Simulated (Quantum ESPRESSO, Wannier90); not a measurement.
**Wannier functions of SrGa2 (P6/mmm)**

```xyz
3
Lattice="4.3079 0.0000 0.0000 -2.1539 3.7307 0.0000 0.0000 0.0000 4.8005" Properties=species:S:1:pos:R:3 pbc="T T T"
Sr     0.0000     0.0000     0.0000
Ga     2.1539    -1.2436     2.4003
Ga    -2.1539     1.2436     2.4003
```

Structure: Materials Project mp-182, symmetrised, not relaxed again. Not found in the COD (Crystallography Open Database) copy used; not checked further. Method: LDA plane waves in Quantum ESPRESSO 7.5 (PseudoDojo norm-conserving files, 64 Ry, no spin polarisation, no spin-orbit coupling), Bloch states on a 6×6×6 mesh through Γ, Wannier90 4.0.1. Density: 12×12×10 mesh, cold smearing 0.01 Ry.

The plane-wave run has 41 bands and 36 electrons a cell. On the energy scale of pw.x, whose zero is arbitrary, the Fermi level lies at 8.36 eV.

Isolated groups of bands, relative to the Fermi level (bands from 15 on overlap up to the last one computed):

```tsv
bands	from (eV)	to (eV)	filling	weight on atomic waves
1	-35.30	-35.29	filled	Sr 4s 96 %
2–4	-17.46	-17.28	filled	Sr 4p 98 %
5–14	-14.82	-14.12	filled	Ga 3d 100 %
```

Input w.win, without the blocks of cell, atoms and k-points (216 lines):

```
num_bands = 27
num_wann = 17
exclude_bands = 1-14
num_iter = 1000
conv_tol = 1.0e-6
conv_window = 4
dis_num_iter = 1000
dis_conv_tol = 1.0e-6
dis_froz_max = 9.86
dis_win_max = 20.73
write_hr = true
write_u_matrices = true
begin projections
f=-0.00045,-0.00607,-0.00899: s;p;d
f=0.34359,-0.32101,0.49818: s;p
f=-0.33505,0.32257,0.50526: s;p
end projections
mp_grid = 6 6 6
```

wannier90.x stops with:
```
dis_windows: Energy window contains fewer states than number of target WFs
```
At some k-point the outer window holds fewer bands than num_wann, so no subspace of that size can be extracted. Mended as below, all else unchanged, the run goes through (Ω_I = 27.5 Å²) and follows the plane-wave bands to 7.6 meV rms (states up to 1.0 eV relative to the Fermi level).
Remove the line dis_win_max = 20.73.
